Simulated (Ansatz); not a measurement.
The base level is DFT PBE, scalar-relativistic, plane waves, PAW in Ansatz. All cells share a 420 eV cutoff and Γ-centred k meshes spaced about 0.3 Å⁻¹ or finer (0.25 for metals, 2π included). No spin polarisation.

Structures of Pd₄Pt, relaxed with PBE:

A.

```cif
data_structure
_symmetry_space_group_name_H-M 'P-3m1'
_symmetry_Int_Tables_number 164
_cell_length_a 4.3132
_cell_length_b 4.3132
_cell_length_c 5.3820
_cell_angle_alpha 90.000
_cell_angle_beta 90.000
_cell_angle_gamma 120.000
_cell_volume 86.71
loop_
_atom_site_label
_atom_site_type_symbol
_atom_site_symmetry_multiplicity
_atom_site_Wyckoff_symbol
_atom_site_fract_x
_atom_site_fract_y
_atom_site_fract_z
_atom_site_occupancy
Pd1 Pd 2 d 0.33333 0.66667 0.15268 1
Pd2 Pd 2 d 0.33333 0.66667 0.64251 1
Pt1 Pt 1 a 0.00000 0.00000 0.00000 1
```

B.

```cif
data_structure
_symmetry_space_group_name_H-M 'I4/mmm'
_symmetry_Int_Tables_number 139
_cell_length_a 6.4947
_cell_length_b 6.4947
_cell_length_c 3.8993
_cell_angle_alpha 90.000
_cell_angle_beta 90.000
_cell_angle_gamma 90.000
_cell_volume 164.48
loop_
_atom_site_label
_atom_site_type_symbol
_atom_site_symmetry_multiplicity
_atom_site_Wyckoff_symbol
_atom_site_fract_x
_atom_site_fract_y
_atom_site_fract_z
_atom_site_occupancy
Pd1 Pd 8 i 0.79087 0.50000 0.50000 1
Pt1 Pt 2 b 0.00000 0.00000 0.50000 1
```

With PBE the energies per atom relative to A are: B −33 meV.

**Question.** What do the differences become with r2SCAN (500 eV) at these PBE geometries?

**Answer.** The order stays B < A.

| cell | group | coarse PBE screen (meV/atom, to 10) | PBE, fine mesh (meV/atom) | r2SCAN at the PBE cell (meV/atom) | r2SCAN pressure (GPa) | gap PBE (eV) | gap r2SCAN (eV) |
| --- | --- | --- | --- | --- | --- | --- | --- |
| A | P-3m1 | 0 | 0 | 0 | -4.2 | 0.00 | 0.00 |
| B | I4/mmm | -30 | -33 | -40 | -4.3 | 0.00 | 0.00 |

Energies count from A, gaps are read on the mesh, and pressure is positive in compression.

Even the lowest cell shown lies +0.26 eV/atom against the elements' standard structures at this level. These runs have no spin–orbit coupling, which can matter for Pt. Trial moments fell under 0.15 μB along the way in P-3m1 and I4/mmm; another start might hold them. Cells relaxed within their symmetry can be saddle points.
